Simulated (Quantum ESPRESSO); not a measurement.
Sc4Al2RuTi, one run as intended and one with a planted mistake

Computed values, not a measurement. The program is pw.x of Quantum ESPRESSO 7.5 (plane-wave density functional theory). The cell is made up: eight metal atoms on a hexagonal close-packed lattice, with elements, volume, strain and displacements drawn at random and not relaxed, so it may be unstable or far from any real phase. PseudoDojo standard norm-conserving files set the functional (PBE unless stated); there is no spin polarisation or spin-orbit coupling, the Fermi-Dirac width of 0.25 eV means electrons at about 2900 K, and the masses in the input are unused placeholders. A spin test at this wide smearing found no moment, but such smearing suppresses magnetism that the real alloy may have.

Intended input:

```
&control calculation='scf', pseudo_dir='./dojo.nc.sr.pbe.v0_5.standard.upf', outdir='./o', disk_io='minimal', tprnfor=.true., tstress=.true. /
&system ibrav=0, nat=8, ntyp=4, nbnd=55, ecutwfc=84.00895049, nosym=.true., tot_charge=0,
 occupations='smearing', smearing='fd', degauss=0.0183746611
/
&electrons conv_thr=1.470e-08, electron_maxstep=70, mixing_beta=0.5 /
ATOMIC_SPECIES
Al 1.0 Al.upf
Ru 1.0 Ru.upf
Sc 1.0 Sc.upf
Ti 1.0 Ti.upf
CELL_PARAMETERS angstrom
3.0303 -0.0143 0.0547
1.4356 -2.519 -4.9999
1.3862 7.6877 -5.082
ATOMIC_POSITIONS angstrom
Sc -0.0335 -0.0296 0.0373
Sc 1.4047 2.7256 -5.0321
Al 1.4263 -0.8049 -2.48
Ru 2.8346 1.6713 -7.4841
Sc 3.0005 5.1058 -5.0685
Sc 3.05 -0.0673 -4.9736
Ti 2.9712 1.608 -2.3715
Al 4.3943 4.3124 -7.5996
K_POINTS automatic
8 4 3 1 1 1
```

The log is shortened where brackets say so; the opening notice, blank lines, dates and the lines on written files are dropped, and the path of the files is cut. It prints rydbergs, bohrs and kilobars, and counts compression as positive stress. Its total energy is the free energy E - TS of the whole cell.

Log of the intended run:

```
     Program PWSCF v.7.5
     Parallel version (MPI & OpenMP), running on       4 processor cores
     Number of MPI processes:                 4
     Threads/MPI process:                     1
     [start-up lines left out]
     bravais-lattice index     =            0
     lattice parameter (alat)  =       5.7274  a.u.
     unit-cell volume          =    1053.1444 (a.u.)^3
     number of atoms/cell      =            8
     number of atomic types    =            4
     number of electrons       =        78.00
     number of Kohn-Sham states=           55
     kinetic-energy cutoff     =      84.0090  Ry
     charge density cutoff     =     336.0358  Ry
     scf convergence threshold =      1.5E-08
     mixing beta               =       0.5000
     number of iterations used =            8  plain     mixing
     Exchange-correlation= PBE
                           (   1   4   3   4   0   0   0)
     [axes and pseudopotential details left out]
   Cartesian axes
     site n.     atom                  positions (alat units)
         1        Sc     tau(   1) = (  -0.0110531  -0.0097663   0.0123069  )
         2        Sc     tau(   2) = (   0.4634708   0.8992924  -1.6603057  )
         3        Al     tau(   3) = (   0.4705976  -0.2655710  -0.8182584  )
         4        Ru     tau(   4) = (   0.9352562   0.5514336  -2.4693257  )
         5        Sc     tau(   5) = (   0.9899937   1.6846225  -1.6723156  )
         6        Sc     tau(   6) = (   1.0063259  -0.0222052  -1.6410040  )
         7        Ti     tau(   7) = (   0.9803264   0.5305482  -0.7824596  )
         8        Al     tau(   8) = (   1.4498681   1.4228458  -2.5074341  )
     number of k points=    48  Fermi-Dirac smearing, width (Ry)=  0.0184
                       cart. coord. in units 2pi/alat
        k(    1) = (   0.0637165   0.0121694  -0.0636086), wk =   0.0416667
        k(    2) = (   0.0610068  -0.1850141   0.0349564), wk =   0.0416667
     [further k points left out]
     Dense  grid:   109587 G-vectors     FFT dimensions: (  36,  64, 108)
     Estimated max dynamical RAM per process >     304.71 MB
     Estimated total dynamical RAM >       1.11 GB
     Initial potential from superposition of free atoms
     starting charge      77.9822, renormalised to      78.0000
     Starting wfcs are   68 randomized atomic wfcs
     total cpu time spent up to now is        4.1 secs
     per-process dynamical memory:   240.6 Mb
     Self-consistent Calculation
     iteration #  1     ecut=    84.01 Ry     beta= 0.50
     Davidson diagonalization with overlap
     ethr =  1.00E-02,  avg # of iterations =  2.3
     total cpu time spent up to now is       11.1 secs
     total energy              =    -714.80923841 Ry
     estimated scf accuracy    <       3.79223022 Ry
     iteration #  2     ecut=    84.01 Ry     beta= 0.50
     Davidson diagonalization with overlap
     ethr =  4.86E-03,  avg # of iterations =  5.7
     total cpu time spent up to now is       20.5 secs
     total energy              =    -714.13031382 Ry
     estimated scf accuracy    <      64.21667871 Ry
     [iterations 3 to 20 left out]
     iteration # 21     ecut=    84.01 Ry     beta= 0.50
     Davidson diagonalization with overlap
     ethr =  8.98E-11,  avg # of iterations =  5.4
     total cpu time spent up to now is      159.9 secs
     total energy              =    -717.36990654 Ry
     estimated scf accuracy    <       0.00000010 Ry
     iteration # 22     ecut=    84.01 Ry     beta= 0.50
     Davidson diagonalization with overlap
     ethr =  8.98E-11,  avg # of iterations =  2.0
     total cpu time spent up to now is      166.1 secs
     End of self-consistent calculation
     [lines on levels left out]
!    total energy              =    -717.36990653 Ry
     estimated scf accuracy    <       0.00000001 Ry
     smearing contrib. (-TS)   =      -0.14688130 Ry
     internal energy E=F+TS    =    -717.22302523 Ry
     The total energy is F=E-TS. E is the sum of the following terms:
     one-electron contribution =    -355.25889232 Ry
     hartree contribution      =     200.73234011 Ry
     xc contribution           =    -120.79375501 Ry
     ewald contribution        =    -441.90271801 Ry
     convergence has been achieved in  22 iterations
     Forces acting on atoms (cartesian axes, Ry/au):
     atom    1 type  3   force =     0.01290456   -0.01674306   -0.01181370
     atom    2 type  3   force =     0.00778294   -0.04480192   -0.00507095
     atom    3 type  1   force =     0.00492176   -0.01010658    0.00338961
     atom    4 type  2   force =    -0.00182404   -0.01423156   -0.00465713
     atom    5 type  3   force =    -0.01257126    0.00821076    0.01858685
     atom    6 type  3   force =    -0.01418220    0.04492952    0.00474620
     atom    7 type  4   force =     0.00511384    0.05479234   -0.02164948
     atom    8 type  1   force =    -0.00214559   -0.02204951    0.01646860
     Total force =     0.100586     Total SCF correction =     0.000505
     Computing stress (Cartesian axis) and pressure
          total   stress  (Ry/bohr**3)                   (kbar)     P=       -4.82
   0.00015834  -0.00005094  -0.00008375           23.29       -7.49      -12.32
  -0.00005094   0.00020149   0.00001735           -7.49       29.64        2.55
  -0.00008375   0.00001735  -0.00045808          -12.32        2.55      -67.39
     init_run     :      3.83s CPU      3.95s WALL (       1 calls)
     electrons    :    161.74s CPU    162.00s WALL (       1 calls)
     forces       :      1.06s CPU      1.07s WALL (       1 calls)
     stress       :      3.49s CPU      3.49s WALL (       1 calls)
     [timing details left out]
     PWSCF        :   2m50.24s CPU   2m50.67s WALL
     JOB DONE.
```

A second run has one planted mistake: the cell and the positions are scaled by a wrong factor. The input lines that differ:

```
- 3.0303 -0.0143 0.0547
- 1.4356 -2.519 -4.9999
- 1.3862 7.6877 -5.082
+ 3.0464 -0.0144 0.055
+ 1.4432 -2.5324 -5.0264
+ 1.3935 7.7284 -5.1089
- Sc -0.0335 -0.0296 0.0373
- Sc 1.4047 2.7256 -5.0321
- Al 1.4263 -0.8049 -2.48
- Ru 2.8346 1.6713 -7.4841
- Sc 3.0005 5.1058 -5.0685
- Sc 3.05 -0.0673 -4.9736
- Ti 2.9712 1.608 -2.3715
- Al 4.3943 4.3124 -7.5996
+ Sc -0.0337 -0.0298 0.0375
+ Sc 1.4121 2.74 -5.0588
+ Al 1.4339 -0.8092 -2.4931
+ Ru 2.8496 1.6802 -7.5238
+ Sc 3.0164 5.1329 -5.0954
+ Sc 3.0662 -0.0677 -5.0
+ Ti 2.9869 1.6165 -2.3841
+ Al 4.4176 4.3353 -7.6399
```

Its log:

```
     Program PWSCF v.7.5
     Parallel version (MPI & OpenMP), running on       4 processor cores
     Number of MPI processes:                 4
     Threads/MPI process:                     1
     [start-up lines left out]
     bravais-lattice index     =            0
     lattice parameter (alat)  =       5.7579  a.u.
     unit-cell volume          =    1069.9918 (a.u.)^3
     number of atoms/cell      =            8
     number of atomic types    =            4
     number of electrons       =        78.00
     number of Kohn-Sham states=           55
     kinetic-energy cutoff     =      84.0090  Ry
     charge density cutoff     =     336.0358  Ry
     scf convergence threshold =      1.5E-08
     mixing beta               =       0.5000
     number of iterations used =            8  plain     mixing
     Exchange-correlation= PBE
                           (   1   4   3   4   0   0   0)
     [axes and pseudopotential details left out]
   Cartesian axes
     site n.     atom                  positions (alat units)
         1        Sc     tau(   1) = (  -0.0110603  -0.0097803   0.0123075  )
         2        Sc     tau(   2) = (   0.4634500   0.8992657  -1.6602939  )
         3        Al     tau(   3) = (   0.4706048  -0.2655788  -0.8182333  )
         4        Ru     tau(   4) = (   0.9352363   0.5514402  -2.4693048  )
         5        Sc     tau(   5) = (   0.9899799   1.6846134  -1.6723060  )
         6        Sc     tau(   6) = (   1.0063242  -0.0222191  -1.6409958  )
         7        Ti     tau(   7) = (   0.9802980   0.5305339  -0.7824596  )
         8        Al     tau(   8) = (   1.4498526   1.4228418  -2.5074087  )
     number of k points=    48  Fermi-Dirac smearing, width (Ry)=  0.0184
                       cart. coord. in units 2pi/alat
        k(    1) = (   0.0637168   0.0121700  -0.0636101), wk =   0.0416667
        k(    2) = (   0.0610052  -0.1850163   0.0349578), wk =   0.0416667
     [further k points left out]
     Dense  grid:   111281 G-vectors     FFT dimensions: (  36,  72, 108)
     Estimated max dynamical RAM per process >     311.31 MB
     Estimated total dynamical RAM >       1.14 GB
     Initial potential from superposition of free atoms
     starting charge      77.9822, renormalised to      78.0000
     Starting wfcs are   68 randomized atomic wfcs
     total cpu time spent up to now is        3.8 secs
     per-process dynamical memory:   246.8 Mb
     Self-consistent Calculation
     iteration #  1     ecut=    84.01 Ry     beta= 0.50
     Davidson diagonalization with overlap
     ethr =  1.00E-02,  avg # of iterations =  2.3
     total cpu time spent up to now is        9.9 secs
     total energy              =    -714.87039224 Ry
     estimated scf accuracy    <       3.69598499 Ry
     iteration #  2     ecut=    84.01 Ry     beta= 0.50
     Davidson diagonalization with overlap
     ethr =  4.74E-03,  avg # of iterations =  5.8
     total cpu time spent up to now is       17.9 secs
     total energy              =    -714.18979313 Ry
     estimated scf accuracy    <      63.49356558 Ry
     [iterations 3 to 20 left out]
     iteration # 21     ecut=    84.01 Ry     beta= 0.50
     Davidson diagonalization with overlap
     ethr =  1.23E-10,  avg # of iterations =  4.7
     total cpu time spent up to now is      140.1 secs
     total energy              =    -717.36869781 Ry
     estimated scf accuracy    <       0.00000012 Ry
     iteration # 22     ecut=    84.01 Ry     beta= 0.50
     Davidson diagonalization with overlap
     ethr =  1.23E-10,  avg # of iterations =  1.6
     total cpu time spent up to now is      145.2 secs
     End of self-consistent calculation
     [lines on levels left out]
!    total energy              =    -717.36869782 Ry
     estimated scf accuracy    <          7.7E-09 Ry
     smearing contrib. (-TS)   =      -0.14891286 Ry
     internal energy E=F+TS    =    -717.21978496 Ry
     The total energy is F=E-TS. E is the sum of the following terms:
     one-electron contribution =    -358.69335120 Ry
     hartree contribution      =     201.76501346 Ry
     xc contribution           =    -120.71299245 Ry
     ewald contribution        =    -439.57845477 Ry
     convergence has been achieved in  22 iterations
     Forces acting on atoms (cartesian axes, Ry/au):
     atom    1 type  3   force =     0.01289475   -0.01610901   -0.01127995
     atom    2 type  3   force =     0.00779338   -0.04384917   -0.00512112
     atom    3 type  1   force =     0.00470133   -0.00892971    0.00320026
     atom    4 type  2   force =    -0.00180631   -0.01502217   -0.00471149
     atom    5 type  3   force =    -0.01255321    0.00806936    0.01832828
     atom    6 type  3   force =    -0.01415563    0.04369785    0.00423357
     atom    7 type  4   force =     0.00512795    0.05379531   -0.02055787
     atom    8 type  1   force =    -0.00200225   -0.02165247    0.01590831
     Total force =     0.098393     Total SCF correction =     0.000328
     Computing stress (Cartesian axis) and pressure
          total   stress  (Ry/bohr**3)                   (kbar)     P=      -16.34
   0.00007821  -0.00004870  -0.00008091           11.51       -7.16      -11.90
  -0.00004870   0.00012186   0.00001682           -7.16       17.93        2.47
  -0.00008091   0.00001682  -0.00053324          -11.90        2.47      -78.44
     init_run     :      3.56s CPU      3.68s WALL (       1 calls)
     electrons    :    141.22s CPU    141.50s WALL (       1 calls)
     forces       :      1.05s CPU      1.07s WALL (       1 calls)
     stress       :      3.50s CPU      3.50s WALL (       1 calls)
     [timing details left out]
     PWSCF        :   2m29.41s CPU   2m29.86s WALL
     JOB DONE.
```

|  | intended run | run with the mistake |
| --- | --- | --- |
| free energy (eV) | -9760.315 | -9760.298 |
| entropy term -TS, part of it (eV) | -1.998 | -2.026 |
| pressure (GPa) | -0.48 | -1.63 |
| size of the largest force component (eV/Å) | 1.409 | 1.383 |
| largest change of a force component (eV/Å) |  | 0.032 |
| iterations | 22 | 22 |

For scale, a rerun of the intended cell at a higher cutoff and on a denser mesh moved values by no more than 0.008 eV in energy, 0.05 GPa in stress and 0.018 eV/Å in force, and a second program with other atomic files agreed on that cell to 2 % rms in force and 0.5 GPa in pressure.